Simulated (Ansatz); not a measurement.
A generator proposed this cell of Al₆TeP₂.

```cif
data_structure
_symmetry_space_group_name_H-M 'P-62m'
_symmetry_Int_Tables_number 189
_cell_length_a 7.5374
_cell_length_b 7.5374
_cell_length_c 3.6988
_cell_angle_alpha 90.000
_cell_angle_beta 90.000
_cell_angle_gamma 120.000
_cell_volume 181.98
loop_
_atom_site_label
_atom_site_type_symbol
_atom_site_symmetry_multiplicity
_atom_site_Wyckoff_symbol
_atom_site_fract_x
_atom_site_fract_y
_atom_site_fract_z
_atom_site_occupancy
Al1 Al 3 f 0.59960 0.00000 0.00000 1
Al2 Al 3 g 0.24180 0.00000 0.50000 1
Te1 Te 1 a 0.00000 0.00000 0.00000 1
P1 P 2 d 0.33333 0.66667 0.50000 1
```

Level of theory: Ansatz 0.2.0, DFT PBE, scalar-relativistic, plane waves, PAW. Plane waves to 420 eV, a k mesh through Γ of 3×3×6 on the computed 9-atom cell and Gaussian smearing (0.10 eV); no spin polarisation.

Formation energies are uncorrected and refer to the elements' standard structures at the same level. The references include black phosphorus.

Problem. How far from equilibrium is it?

Solution. The pressure is 0.0 GPa (the mean over three directions, positive in compression), the largest force is 3.23 eV/Å, and the energy is +0.51 eV/atom against the elements. The shortest distance is 2.60 Å.

Problem. Is it a good guess?

Solution. A rough one: relaxing gains about 0.32 eV/atom (the start's value is from the coarse mesh, so the gain is rough) in 13 ionic steps and ends at +0.19 eV/atom on the finer mesh. The symmetry stays P-62m (No. 189). The volume per atom shrinks by 6.8 %, from 20.2 to 18.8 Å³. The shortest distance goes from 2.60 Å (Al–Te) to 2.54 Å (Al–P). Conventional cell: a = 7.352 Å, c = 3.624 Å. Al on its first site has 2 Al at 2.75 Å, 4 P at 2.87 Å, 1 Te at 2.99 Å and 4 Al at 3.26 Å; around Te lie 9 Al at 2.92–2.99 Å; P has 3 Al at 2.54 Å and 6 Al at 2.87 Å; 1 more site not described.

The last run used a 6×6×10 mesh (in the run's order of axes) for its 9-atom cell and Gaussian smearing of 0.10 eV. Spin–orbit coupling, which can matter for Te, is left out. The reference forms of P and Te are held partly by dispersion forces, which this level lacks. The relaxation can't lower the symmetry of the start, and the grade says only how near the guess is to its own end. Symmetry constrained the relaxation, so the result can be a saddle point.
